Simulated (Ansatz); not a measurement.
InAgTe2:
```yaml
crystal:
  lattice:
    - [4.52210, 0.00000, 0.00000]
    - [0.00000, 4.52210, 0.00000]
    - [0.00000, 0.00000, 6.45312]
  atoms:
    - { symbol: In, position: [0.50000, 0.50000, 0.50000] }
    - { symbol: Ag, position: [0.00000, 0.00000, 0.00000] }
    - { symbol: Te, position: [0.00000, 0.50000, 0.23847] }
    - { symbol: Te, position: [0.50000, 0.00000, 0.76153] }
```

Relaxed with PBEsol.

Task: Map the valence electron density (e/Å³), cut off at 1 on the plane through (0.500, 0.500, 0.500) spanned by u = [1, 0, 0] and v = [0, 0, 1] in lattice vectors, from PBEsol (plane waves, PAW; program Ansatz).

Result: x is the fraction of u, y of v (the angle between them is 90°; rows are the nearest grid lines); atoms in the plane: In at (0.00, 0.00), Te at (0.50, 0.74).
```
y \ x   0.000  0.0870  0.174  0.261  0.348  0.435  0.565  0.652  0.739  0.826  0.913   1.00
------  -----  ------  -----  -----  -----  -----  -----  -----  -----  -----  -----  -----
1.00     1.00    1.00   1.00  0.268  0.133  0.104  0.104  0.133  0.268   1.00   1.00   1.00
0.938    1.00    1.00  0.847  0.310  0.256  0.268  0.268  0.256  0.310  0.847   1.00   1.00
0.844   0.456   0.370  0.308  0.413  0.691   1.00   1.00  0.691  0.413  0.308  0.370  0.456
0.781   0.125   0.142  0.225  0.483   1.00   1.00   1.00   1.00  0.483  0.225  0.142  0.125
0.688   0.038   0.055  0.134  0.386   1.00   1.00   1.00   1.00  0.386  0.134  0.055  0.038
0.625   0.020   0.031  0.080  0.222  0.550   1.00   1.00  0.550  0.222  0.080  0.031  0.020
0.531   0.011   0.015  0.030  0.068  0.134  0.207  0.207  0.134  0.068  0.030  0.015  0.011
0.469   0.011   0.013  0.018  0.031  0.050  0.070  0.070  0.050  0.031  0.018  0.013  0.011
0.375   0.020   0.019  0.017  0.017  0.018  0.019  0.019  0.018  0.017  0.017  0.019  0.020
0.312   0.038   0.034  0.025  0.018  0.014  0.012  0.012  0.014  0.018  0.025  0.034  0.038
0.219   0.125   0.106  0.066  0.035  0.018  0.010  0.010  0.018  0.035  0.066  0.106  0.125
0.156   0.456   0.337  0.161  0.066  0.029  0.016  0.016  0.029  0.066  0.161  0.337  0.456
0.0625   1.00    1.00  0.816  0.182  0.071  0.043  0.043  0.071  0.182  0.816   1.00   1.00
0.000    1.00    1.00   1.00  0.268  0.133  0.104  0.104  0.133  0.268   1.00   1.00   1.00
```

The density is the valence pseudo-density with augmentation charge, so density and ELF within about 1 Å of a nucleus are not all-electron values.

Space group P-4m2. The first step of the workflow began from a Materials Project structure, measured or hypothetical; the Crystallography Open Database copy checked does not list it. COD files the formula under space group No. 122, so this cell is another polymorph or a model. With In and Ag taken as one species the cell has the higher symmetry F-43m, so it may be an ordered model of a mixed-site phase. Its standing as an ambient phase is unchecked. Symmetry was held in the PBEsol relaxation; its stability against distortions is not shown here. No spin polarisation was allowed. Scalar-relativistic: spin–orbit coupling is off unless named, which matters more the heavier the elements.

Potentials: the later of the program's two PAW sets.
